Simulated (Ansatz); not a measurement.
Structure: Ga4Sb3N, ordered on the zincblende lattice (P-43m) with 8 atoms a cell, at its r2SCAN minimum. The symmetry is P-43m (No. 215, cubic); a = 5.728 Å in the conventional setting, 23.50 Å³ an atom. Around N lie 4 Ga at 2.08 Å; around Ga lie 1 N at 2.08 Å and 3 Sb at 2.64 Å; around Sb lie 4 Ga at 2.64 Å.

```
CELL_PARAMETERS angstrom
5.72840 0.00000 0.00000
0.00000 5.72840 0.00000
0.00000 0.00000 5.72840
ATOMIC_POSITIONS crystal
N 0.00000 0.00000 0.00000
Ga 0.79040 0.79040 0.79040
Sb 0.50000 0.50000 0.00000
Ga 0.20960 0.20960 0.79040
Sb 0.50000 0.00000 0.50000
Ga 0.20960 0.79040 0.20960
Sb 0.00000 0.50000 0.50000
Ga 0.79040 0.20960 0.20960
```

The questions ask for values computed with Ansatz 0.2.0 on this geometry. All values are calculated for a non-magnetic cell, which may be hypothetical.

Question: Is there a gap with PBE, and of what kind?

Answer: With PBE the bands overlap by 0.50 eV (counted from 1, band 51 peaks at Γ and band 52 bottoms out at R–X (0.30 of the way from R)): no gap.

Question: How does the gap change from PBE to PBE+SOC (4×4×4)?

Answer: PBE+SOC gives no gap: the lowest nominally empty band dips 0.60 eV below the top of the last filled one (its bottom at R–X (0.30 of the way from R), the top at Γ), so the cell is a metal or semimetal at this level.

Question: How does the gap change from PBE to r2SCAN (4×4×4)?

Answer: r2SCAN gives no gap: the lowest nominally empty band dips 0.48 eV below the top of the last filled one (its bottom at R–X (0.30 of the way from R), the top at Γ), so the cell is a metal or semimetal at this level.

Question: What do these levels agree on?

Answer: No level opens a gap, but no hybrid is among them, and semilocal functionals can close a real gap.

Only the levels marked +SOC include spin-orbit coupling.

Where an edge lies off the special points, it is a point of the mesh or the k point where a search put PBE's edge or least direct gap, reused for the other functionals, whose own edges may lie a little apart; PBE's own value is read along its path and can be a few hundredths of an eV high.
